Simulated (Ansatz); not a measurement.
**Relaxation path: bcc Ta (111), 5 layers**

DFT, r2SCAN, PAW with Ansatz's default frozen-core files, scalar-relativistic (Ansatz 0.2.0); a Γ-centred 8×8×1 k mesh, Fermi–Dirac smearing of 0.08 eV, no spin polarisation. The run relaxes the atoms in the fixed cell.

Command: `ansatz run input.yaml --threads 2 --pin off --max-ram 4096MiB --backend cpu --events-out ev --progress --plain --runs-dir out` It took 51 s on 2 threads of Intel(R) Xeon(R) 6975P-C (Granite Rapids) (shared host), peak memory 1.4 GiB.

```yaml
crystal:
  lattice:
    - [4.6744798908, 0.0, 0.0]
    - [-2.3372399454, 4.0482183349, 0.0]
    - [0.0, 0.0, 19.8167]
  atoms:
    - { symbol: Ta, position: [0.833333333, 0.166666667, 0.4036999893] }
    - { symbol: Ta, position: [0.166666667, 0.833333333, 0.4518499945] }
    - { symbol: Ta, position: [0.5, 0.5, 0.5] }
    - { symbol: Ta, position: [0.833333333, 0.166666667, 0.5481500055] }
    - { symbol: Ta, position: [0.166666667, 0.833333333, 0.5963000107] }
kpoints:
  mp_grid: { grid: [8, 8, 1] }
scf:
  occupations: { method: fermi_dirac, width: 0.08 }
hamiltonian:
  xc: r2scan
  pseudopotentials: { kind: paw }
output:
  forces: true
  stress: true
  eigenvalues: true
  write_density: true
  write_potential: true
  elf: true
  volumetric_format: npy
relax:
  f_tol: 0.01
  max_steps: 40
efield:
  axis: 3
  amplitude: 0
  dipole_correction: true
```

Each step lists its free energy a cell above the last geometry, and Cartesian positions (Å) with forces (eV/Å).

The first step:

```
step 1  dF = 914.83 meV
  Ta 3.5059 0.6747 8.0000   0.0000 0.0000 2.5788
  Ta -1.1686 3.3735 8.9542   0.0000 0.0000 1.1184
  Ta 1.1686 2.0241 9.9084   0.0000 0.0000 0.0000
  Ta 3.5059 0.6747 10.8625   0.0000 0.0000 -1.1184
  Ta -1.1686 3.3735 11.8167   0.0000 0.0000 -2.5788
```

Spin–orbit coupling is left out, which matters for the heavy atoms. The PAW files were made under PBE. The cell is 1×1, so reconstructions are forbidden, and in slabs of four or five layers the relaxations can be far larger than at a real surface.

Task: Where does the relaxation end, and by which steps?

Result: After 5 geometries, with a shortest distance of 2.523 Å. The further steps:
```
step 2  dF = 49.14 meV
  Ta 3.5059 0.6747 8.1960   0.0000 0.0000 0.7919
  Ta -1.1686 3.3735 9.0286   0.0000 0.0000 0.4790
  Ta 1.1686 2.0241 9.9084   0.0000 0.0000 0.0000
  Ta 3.5059 0.6747 10.7881   0.0000 0.0000 -0.4790
  Ta -1.1686 3.3735 11.6207   0.0000 0.0000 -0.7919
step 3  dF = 13.79 meV
  Ta 3.5059 0.6747 8.2630   0.0000 0.0000 -0.4808
  Ta -1.1686 3.3735 9.0646   0.0000 0.0000 -0.2903
  Ta 1.1686 2.0241 9.9084   0.0000 0.0000 0.0000
  Ta 3.5059 0.6747 10.7521   0.0000 0.0000 0.2903
  Ta -1.1686 3.3735 11.5537   0.0000 0.0000 0.4808
step 4  dF = 0.31 meV
  Ta 3.5059 0.6747 8.2355   0.0000 0.0000 0.0683
  Ta -1.1686 3.3735 9.0555   0.0000 0.0000 0.0044
  Ta 1.1686 2.0241 9.9084   0.0000 0.0000 0.0000
  Ta 3.5059 0.6747 10.7612   0.0000 0.0000 -0.0044
  Ta -1.1686 3.3735 11.5812   0.0000 0.0000 -0.0683
step 5  dF = 0.00 meV
  Ta 3.5059 0.6747 8.2406   0.0000 0.0000 -0.0025
  Ta -1.1686 3.3735 9.0529   0.0000 0.0000 0.0088
  Ta 1.1686 2.0241 9.9084   0.0000 0.0000 0.0000
  Ta 3.5059 0.6747 10.7638   0.0000 0.0000 -0.0088
  Ta -1.1686 3.3735 11.5761   0.0000 0.0000 0.0025
step 6  dF = 0.00 meV  (same geometry, solved once more)
  Ta 3.5059 0.6747 8.2406   0.0000 0.0000 -0.0024
  Ta -1.1686 3.3735 9.0529   0.0000 0.0000 0.0086
  Ta 1.1686 2.0241 9.9084   0.0000 0.0000 0.0000
  Ta 3.5059 0.6747 10.7638   0.0000 0.0000 -0.0086
  Ta -1.1686 3.3735 11.5761   0.0000 0.0000 0.0024
```
